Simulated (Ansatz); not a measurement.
SrTiO₃ (cubic perovskite, space group No. 221) at seven volumes, PBEsol (plane waves, PAW; program Ansatz), scaled uniformly. One row is withheld.

| V (Å³/atom) | P (GPa) |
|---|---|
| 10.725 | 21.59 |
| 11.079 | 13.20 |
| 11.432 | 6.06 |
| 11.786 | 0.00 |
| 12.139 | ? |
| 12.493 | -9.55 |
| 12.847 | -13.27 |

Question: Fit the shown pressures and predict the withheld one.

Answer: Third-order Birch–Murnaghan: P = (3/2)B₀(x^(7/2) − x^(5/2))[1 + (3/4)(B′ − 4)(x − 1)] with x = (V₀/V)^(2/3). Least squares on the six rows gives V₀ = 11.786 Å³/atom, B₀ = 186.0 GPa, B′ = 4.39. At V = 12.139, x = 0.9805 and P = -5.15 GPa. The run itself gave -5.16 GPa.

Space group Pm-3m (cubic perovskite). The PBEsol relaxation kept the symmetry of its start. At this level the phase is dynamically unstable (imaginary phonons). The run is not spin-polarised.

Potentials: the earlier of the program's two PAW sets. The files were generated under PBE; for other functionals the program regenerates the frozen cores, and for LDA and PBEsol the local potential too.
